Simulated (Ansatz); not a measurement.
A sound run on CrIr (P-6m2), volume scaled by 0.9, no spin polarisation (DFT, r2SCAN, PAW with Ansatz's default frozen-core files, scalar-relativistic in Ansatz 0.2.0):

```yaml
crystal:
  lattice:
    - [2.5754749372, 0.0, 0.0]
    - [-1.2877374686, 2.2304267224, 0.0]
    - [0.0, 0.0, 4.0548074294]
  atoms:
    - { symbol: Cr, position: [0.6666666667, 0.3333333333, 0.0] }
    - { symbol: Ir, position: [0.3333333333, 0.6666666667, 0.5] }
kpoints:
  mp_grid: { grid: [16, 16, 9] }
scf:
  occupations: { method: fermi_dirac, width: 0.1 }
  lower_state_search: "off"
hamiltonian:
  xc: r2scan
  pseudopotentials: { kind: paw }
output:
  forces: true
  stress: true
  eigenvalues: true
```

It converged in 8 iterations. The run has no spin polarisation. Pressure 42.61 GPa.

The input is then changed, output keys apart:

```diff
-  mp_grid: { grid: [16, 16, 9] }
+  mp_grid: { grid: [24, 24, 14] }
-  pseudopotentials: { kind: paw }
+  pseudopotentials: { kind: nc, accuracy: standard }
+  hubbard: { sites: [{ species: Ir, l: d, u_eff: 2.0 }], double_counting: amf }
```

Question: What happens?

Answer: The run converged. Free energy -5612.4368 eV against -15331.1454 eV (not comparable, since the functional, the files or the filling changed), cell moment 0.00 μB, pressure 39.91 GPa.
```
Warning: hamiltonian.xc reads the kinetic-energy density τ on the library's norm-conserving files, and those of Cr, Ir were made for PBE. This build holds files of Cr, Ir that were made for r²SCAN, which a deck under this functional can read where it names no table (hamiltonian.pseudopotentials.accuracy or source), types no xc_functional and has no exact exchange, max_exx_coeff or level of output. …
Engine: ansatz 0.2.0
Pseudopotentials: kind: nc
Pseudopotential: Cr, nc, valence charge 14, recommended cutoff 1278.935154 eV (normal), Cr.nc.azcp (PseudoDojo's, or run here from an input of PseudoDojo's; its table is named by hamiltonian.pseudopotentials.accuracy)
Pseudopotential: Ir, nc, valence charge 17, recommended cutoff 925.187132 eV (normal), Ir.nc.azcp (PseudoDojo's, or run here from an input of PseudoDojo's; its table is named by hamiltonian.pseudopotentials.accuracy)
Functional definition: r2SCAN
  parameter k0 = 0.174
  parameter k1 = 0.065
  parameter a1 = 4.9479
  exchange = r2scan_x(k0 = k0, k1 = k1, a1 = a1)
  correlation = r2scan_c
Crystal: 2 atoms, lattice volume = 23.292 Å³
Basis set: ecut = 1278.935154 eV, 2429 PW (Γ), exchange–correlation on 128×128×192 points (64 copies of the dense FFT grid, shifted against one another)
Bands: 20, of which v1, the nominal top of the filled ones, is band 16 counted from 1 (15 counted from 0)
Symmetry: 12 space group operations
Space group: P-6m2 (ITA 187), of the structure as read, at distance tolerance 2.9e-5 Å
k-points: 488 of 8064 (time reversal used)
Non-local potential: Cr, projectors of the file, l = 0: 2, l = 1: 2, l = 2: 2
[...]
  E_closure    = 0.000000  (closes the sum)
  Σ components = -5612.436838   (vs F -5612.436838, Δ=0.00e0)
DFT+U double counting: amf (around mean field; hamiltonian.hubbard.double_counting)
--- Forces (eV/Å), atoms counted from 1 ---
  atom   1  Cr    -0.00000000    -0.00000000     0.00000000
  atom   2  Ir     0.00000000     0.00000000     0.00000000
  max |Σ_I F_I| component: 4.63e-18 eV/Å
--- Stress (GPa, compression-positive) ---
       40.335961      -0.000000       0.000000
       -0.000000      40.335961       0.000000
        0.000000       0.000000      39.061928
  P = ⅓ Tr σ = 39.9113 GPa (399.113 kbar)
--- Band table (eV; the first three rows and the last of 488) ---
  k-point 0: bands = ["-70.0243", "-49.8495", "-25.8642", "-25.3258", "-25.3258", "-19.6784", "-19.2305", "-19.2305", "14.2426", "18.0007", "21.6006", "21.6006", "24.0490", "24.2192", "24.2192", "25.2860", "25.2860", "25.9350", "27.5582", "27.5582"]
  k-point 1: bands = ["-70.0243", "-49.8497", "-25.8613", "-25.3258", "-25.3258", "-19.6831", "-19.2306", "-19.2306", "14.2932", "18.0302", "21.5874", "21.5874", "23.9944", "24.1937", "24.1937", "25.3329", "25.3329", "25.7474", "27.5654", "27.5654"]
  k-point 2: bands = ["-70.0243", "-49.8500", "-25.8533", "-25.3256", "-25.3256", "-19.6962", "-19.2309", "-19.2309", "14.4387", "18.1191", "21.5523", "21.5523", "23.8097", "24.1199", "24.1199", "25.2781", "25.4719", "25.4719", "27.5779", "27.5779"]
  k-point 487: bands = ["-69.9139", "-49.7282", "-26.1170", "-26.0900", "-25.6476", "-19.6718", "-19.6432", "-19.6245", "19.5259", "19.8984", "20.6642", "20.8524", "20.9898", "23.9715", "24.9783", "25.5026", "27.2637", "27.6875", "33.4383", "34.9694"]
Occupation matrices written to <dir>
```
